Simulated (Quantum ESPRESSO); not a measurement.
## Zr3RuGa2LiTa (one run as intended and one with a planted mistake)

Computed values, not a measurement. The program is pw.x of Quantum ESPRESSO 7.5 (plane-wave density functional theory). The cell is made up: eight metal atoms on a hexagonal close-packed lattice, with elements, volume, strain and displacements drawn at random and not relaxed, so it may be unstable or far from any real phase. PseudoDojo standard norm-conserving files set the functional (PBE unless stated); there is no spin polarisation or spin-orbit coupling, the Fermi-Dirac width of 0.25 eV means electrons at about 2900 K, and the masses in the input are unused placeholders. Heavy elements are run without spin-orbit coupling, which real alloys of them have. A spin test at this wide smearing found no moment, but such smearing suppresses magnetism that the real alloy may have.

Intended input:

```
&control calculation='scf', pseudo_dir='./dojo.nc.sr.pbe.v0_5.standard.upf', outdir='./o', disk_io='medium', tprnfor=.true., tstress=.true. /
&system ibrav=0, nat=8, ntyp=5, nbnd=61, ecutwfc=84.00895049, nosym=.true., tot_charge=0,
 occupations='smearing', smearing='fd', degauss=0.0183746611
/
&electrons conv_thr=1.470e-08, electron_maxstep=70, mixing_beta=0.5 /
ATOMIC_SPECIES
Ga 1.0 Ga.upf
Li 1.0 Li.upf
Ru 1.0 Ru.upf
Ta 1.0 Ta.upf
Zr 1.0 Zr.upf
CELL_PARAMETERS angstrom
3.1353 0.0179 0.0338
0.0311 5.5356 0.0322
0.1082 0.0595 9.8643
ATOMIC_POSITIONS angstrom
Zr 0.0781 -0.0313 -0.0008
Ru 0.0735 0.0323 4.8996
Ga 0.0839 1.9266 2.4422
Zr 0.1281 1.9136 7.4112
Zr 1.6322 2.7309 0.0467
Li 1.6082 2.7816 4.9563
Ga 1.6331 4.6612 2.485
Ta 1.671 4.6842 7.4183
K_POINTS automatic
7 4 3 1 1 1
```

The log is shortened where brackets say so; the opening notice, blank lines, dates and the lines on written files are dropped, and the path of the files is cut. It prints rydbergs, bohrs and kilobars, and counts compression as positive stress. Its total energy is the free energy E - TS of the whole cell.

Log of the intended run:

```
     Program PWSCF v.7.5
     Parallel version (MPI & OpenMP), running on       1 processor cores
     Number of MPI processes:                 1
     Threads/MPI process:                     1
     [start-up lines left out]
     bravais-lattice index     =            0
     lattice parameter (alat)  =       5.9253  a.u.
     unit-cell volume          =    1155.1183 (a.u.)^3
     number of atoms/cell      =            8
     number of atomic types    =            5
     number of electrons       =        94.00
     number of Kohn-Sham states=           61
     kinetic-energy cutoff     =      84.0090  Ry
     charge density cutoff     =     336.0358  Ry
     scf convergence threshold =      1.5E-08
     mixing beta               =       0.5000
     number of iterations used =            8  plain     mixing
     Exchange-correlation= PBE
                           (   1   4   3   4   0   0   0)
     [axes and pseudopotential details left out]
   Cartesian axes
     site n.     atom                  positions (alat units)
         1        Zr     tau(   1) = (   0.0249080  -0.0099824  -0.0002551  )
         2        Ru     tau(   2) = (   0.0234410   0.0103013   1.5626050  )
         3        Ga     tau(   3) = (   0.0267578   0.6144409   0.7788787  )
         4        Zr     tau(   4) = (   0.0408543   0.6102949   2.3636171  )
         5        Zr     tau(   5) = (   0.5205494   0.8709523   0.0148938  )
         6        Li     tau(   6) = (   0.5128952   0.8871218   1.5806881  )
         7        Ga     tau(   7) = (   0.5208364   1.4865733   0.7925287  )
         8        Ta     tau(   8) = (   0.5329237   1.4939086   2.3658814  )
     number of k points=    42  Fermi-Dirac smearing, width (Ry)=  0.0184
                       cart. coord. in units 2pi/alat
        k(    1) = (   0.0704754   0.0701067   0.0517819), wk =   0.0476190
        k(    2) = (   0.0727533   0.0713267  -0.1601616), wk =   0.0476190
     [further k points left out]
     Dense  grid:   120199 G-vectors     FFT dimensions: (  36,  64, 120)
     Estimated max dynamical RAM per process >     205.94 MB
     Initial potential from superposition of free atoms
     starting charge      93.9813, renormalised to      94.0000
     Starting wfcs are   70 randomized atomic wfcs
     total cpu time spent up to now is       46.6 secs
     per-process dynamical memory:   115.0 Mb
     Self-consistent Calculation
     iteration #  1     ecut=    84.01 Ry     beta= 0.50
     Davidson diagonalization with overlap
     ethr =  1.00E-02,  avg # of iterations =  2.4
     total cpu time spent up to now is      152.0 secs
     total energy              =    -951.36938656 Ry
     estimated scf accuracy    <       7.21723297 Ry
     iteration #  2     ecut=    84.01 Ry     beta= 0.50
     Davidson diagonalization with overlap
     ethr =  7.68E-03,  avg # of iterations =  5.2
     total cpu time spent up to now is      304.1 secs
     total energy              =    -950.22987705 Ry
     estimated scf accuracy    <     140.73495990 Ry
     [iterations 3 to 16 left out]
     iteration # 17     ecut=    84.01 Ry     beta= 0.50
     Davidson diagonalization with overlap
     ethr =  9.93E-10,  avg # of iterations =  2.2
     total cpu time spent up to now is     1915.6 secs
     total energy              =    -956.35968054 Ry
     estimated scf accuracy    <       0.00000013 Ry
     iteration # 18     ecut=    84.01 Ry     beta= 0.50
     Davidson diagonalization with overlap
     ethr =  1.33E-10,  avg # of iterations =  2.5
     total cpu time spent up to now is     2012.8 secs
     End of self-consistent calculation
     [lines on levels left out]
!    total energy              =    -956.35968055 Ry
     estimated scf accuracy    <       0.00000001 Ry
     smearing contrib. (-TS)   =      -0.12940092 Ry
     internal energy E=F+TS    =    -956.23027962 Ry
     The total energy is F=E-TS. E is the sum of the following terms:
     one-electron contribution =    -329.82109050 Ry
     hartree contribution      =     210.85325066 Ry
     xc contribution           =    -210.36706270 Ry
     ewald contribution        =    -626.89537707 Ry
     convergence has been achieved in  18 iterations
     Forces acting on atoms (cartesian axes, Ry/au):
     atom    1 type  5   force =    -0.00635196   -0.00724574    0.00523458
     atom    2 type  3   force =    -0.00187878   -0.00450056    0.03168976
     atom    3 type  1   force =    -0.00127332   -0.01915362    0.02234143
     atom    4 type  5   force =    -0.00180650   -0.01738919   -0.04114636
     atom    5 type  5   force =     0.00209665    0.01792068    0.02165295
     atom    6 type  2   force =     0.00246882    0.00372136   -0.02437729
     atom    7 type  1   force =    -0.00018164    0.01150045    0.03766822
     atom    8 type  4   force =     0.00692673    0.01514662   -0.05306328
     Total force =     0.100337     Total SCF correction =     0.000252
     Computing stress (Cartesian axis) and pressure
          total   stress  (Ry/bohr**3)                   (kbar)     P=      -80.41
  -0.00045357  -0.00002984  -0.00002198          -66.72       -4.39       -3.23
  -0.00002984  -0.00049191  -0.00001057           -4.39      -72.36       -1.55
  -0.00002198  -0.00001057  -0.00069435           -3.23       -1.55     -102.14
     init_run     :     44.22s CPU     46.23s WALL (       1 calls)
     electrons    :   1909.03s CPU   1966.22s WALL (       1 calls)
     forces       :     12.39s CPU     12.58s WALL (       1 calls)
     stress       :     47.73s CPU     48.18s WALL (       1 calls)
     [timing details left out]
     PWSCF        :  33m34.01s CPU  34m34.64s WALL
     JOB DONE.
```

A second run has one planted mistake: the cell and the positions are scaled by a wrong factor. The input lines that differ:

```
- 3.1353 0.0179 0.0338
- 0.0311 5.5356 0.0322
- 0.1082 0.0595 9.8643
+ 3.1629 0.0181 0.0341
+ 0.0314 5.5843 0.0325
+ 0.1092 0.06 9.9511
- Zr 0.0781 -0.0313 -0.0008
- Ru 0.0735 0.0323 4.8996
- Ga 0.0839 1.9266 2.4422
- Zr 0.1281 1.9136 7.4112
- Zr 1.6322 2.7309 0.0467
- Li 1.6082 2.7816 4.9563
- Ga 1.6331 4.6612 2.485
- Ta 1.671 4.6842 7.4183
+ Zr 0.0788 -0.0316 -0.0008
+ Ru 0.0741 0.0326 4.9427
+ Ga 0.0846 1.9436 2.4637
+ Zr 0.1292 1.9304 7.4764
+ Zr 1.6466 2.7549 0.0471
+ Li 1.6224 2.8061 4.9999
+ Ga 1.6475 4.7022 2.5069
+ Ta 1.6857 4.7254 7.4836
```

Its log:

```
     Program PWSCF v.7.5
     Parallel version (MPI & OpenMP), running on       1 processor cores
     Number of MPI processes:                 1
     Threads/MPI process:                     1
     [start-up lines left out]
     bravais-lattice index     =            0
     lattice parameter (alat)  =       5.9775  a.u.
     unit-cell volume          =    1185.8824 (a.u.)^3
     number of atoms/cell      =            8
     number of atomic types    =            5
     number of electrons       =        94.00
     number of Kohn-Sham states=           61
     kinetic-energy cutoff     =      84.0090  Ry
     charge density cutoff     =     336.0358  Ry
     scf convergence threshold =      1.5E-08
     mixing beta               =       0.5000
     number of iterations used =            8  plain     mixing
     Exchange-correlation= PBE
                           (   1   4   3   4   0   0   0)
     [axes and pseudopotential details left out]
   Cartesian axes
     site n.     atom                  positions (alat units)
         1        Zr     tau(   1) = (   0.0249120  -0.0099901  -0.0002529  )
         2        Ru     tau(   2) = (   0.0234261   0.0103062   1.5625950  )
         3        Ga     tau(   3) = (   0.0267456   0.6144536   0.7788790  )
         4        Zr     tau(   4) = (   0.0408455   0.6102805   2.3636040  )
         5        Zr     tau(   5) = (   0.5205594   0.8709396   0.0148903  )
         6        Li     tau(   6) = (   0.5129088   0.8871261   1.5806784  )
         7        Ga     tau(   7) = (   0.5208439   1.4865629   0.7925364  )
         8        Ta     tau(   8) = (   0.5329206   1.4938974   2.3658802  )
     number of k points=    42  Fermi-Dirac smearing, width (Ry)=  0.0184
                       cart. coord. in units 2pi/alat
        k(    1) = (   0.0704744   0.0701066   0.0517819), wk =   0.0476190
        k(    2) = (   0.0727525   0.0713273  -0.1601624), wk =   0.0476190
     [further k points left out]
     Dense  grid:   123365 G-vectors     FFT dimensions: (  36,  64, 120)
     Estimated max dynamical RAM per process >     210.40 MB
     Initial potential from superposition of free atoms
     starting charge      93.9813, renormalised to      94.0000
     Starting wfcs are   70 randomized atomic wfcs
     total cpu time spent up to now is       45.0 secs
     per-process dynamical memory:   117.1 Mb
     Self-consistent Calculation
     iteration #  1     ecut=    84.01 Ry     beta= 0.50
     Davidson diagonalization with overlap
     ethr =  1.00E-02,  avg # of iterations =  2.4
     total cpu time spent up to now is      157.9 secs
     total energy              =    -951.63117909 Ry
     estimated scf accuracy    <       6.81258470 Ry
     iteration #  2     ecut=    84.01 Ry     beta= 0.50
     Davidson diagonalization with overlap
     ethr =  7.25E-03,  avg # of iterations =  5.2
     total cpu time spent up to now is      293.1 secs
     total energy              =    -950.41330696 Ry
     estimated scf accuracy    <     136.70957060 Ry
     [iterations 3 to 16 left out]
     iteration # 17     ecut=    84.01 Ry     beta= 0.50
     Davidson diagonalization with overlap
     ethr =  8.09E-10,  avg # of iterations =  3.7
     total cpu time spent up to now is     1158.9 secs
     total energy              =    -956.34126909 Ry
     estimated scf accuracy    <       0.00000009 Ry
     iteration # 18     ecut=    84.01 Ry     beta= 0.50
     Davidson diagonalization with overlap
     ethr =  9.99E-11,  avg # of iterations =  4.1
     total cpu time spent up to now is     1210.6 secs
     End of self-consistent calculation
     [lines on levels left out]
!    total energy              =    -956.34126910 Ry
     estimated scf accuracy    <       0.00000001 Ry
     smearing contrib. (-TS)   =      -0.13305075 Ry
     internal energy E=F+TS    =    -956.20821835 Ry
     The total energy is F=E-TS. E is the sum of the following terms:
     one-electron contribution =    -338.14621524 Ry
     hartree contribution      =     213.60165899 Ry
     xc contribution           =    -210.23585767 Ry
     ewald contribution        =    -621.42780443 Ry
     convergence has been achieved in  18 iterations
     Forces acting on atoms (cartesian axes, Ry/au):
     atom    1 type  5   force =    -0.00589169   -0.00703939    0.00176649
     atom    2 type  3   force =    -0.00165943   -0.00447584    0.03365414
     atom    3 type  1   force =    -0.00110816   -0.01853478    0.01862462
     atom    4 type  5   force =    -0.00163687   -0.01725203   -0.03556846
     atom    5 type  5   force =     0.00180730    0.01702096    0.01839463
     atom    6 type  2   force =     0.00235774    0.00356108   -0.02287089
     atom    7 type  1   force =    -0.00033753    0.01169538    0.03424967
     atom    8 type  4   force =     0.00646865    0.01502461   -0.04825019
     Total force =     0.092618     Total SCF correction =     0.000327
     Computing stress (Cartesian axis) and pressure
          total   stress  (Ry/bohr**3)                   (kbar)     P=      -95.53
  -0.00056194  -0.00002782  -0.00002079          -82.66       -4.09       -3.06
  -0.00002782  -0.00059128  -0.00000819           -4.09      -86.98       -1.20
  -0.00002079  -0.00000819  -0.00079501           -3.06       -1.20     -116.95
     init_run     :     42.90s CPU     44.60s WALL (       1 calls)
     electrons    :   1128.32s CPU   1165.57s WALL (       1 calls)
     forces       :      7.02s CPU      7.11s WALL (       1 calls)
     stress       :     26.36s CPU     26.62s WALL (       1 calls)
     [timing details left out]
     PWSCF        :  20m 5.12s CPU  20m44.72s WALL
     JOB DONE.
```

|  | intended run | run with the mistake |
| --- | --- | --- |
| free energy (eV) | -13011.936 | -13011.686 |
| entropy term -TS, part of it (eV) | -1.761 | -1.810 |
| pressure (GPa) | -8.04 | -9.55 |
| size of the largest force component (eV/Å) | 1.364 | 1.241 |
| largest change of a force component (eV/Å) |  | 0.143 |
| iterations | 18 | 18 |

For scale, a rerun of the intended cell at a higher cutoff and on a denser mesh moved values by no more than 0.003 eV in energy, 0.09 GPa in stress and 0.014 eV/Å in force, and a second program with other atomic files agreed on that cell to 2 % rms in force and 0.5 GPa in pressure.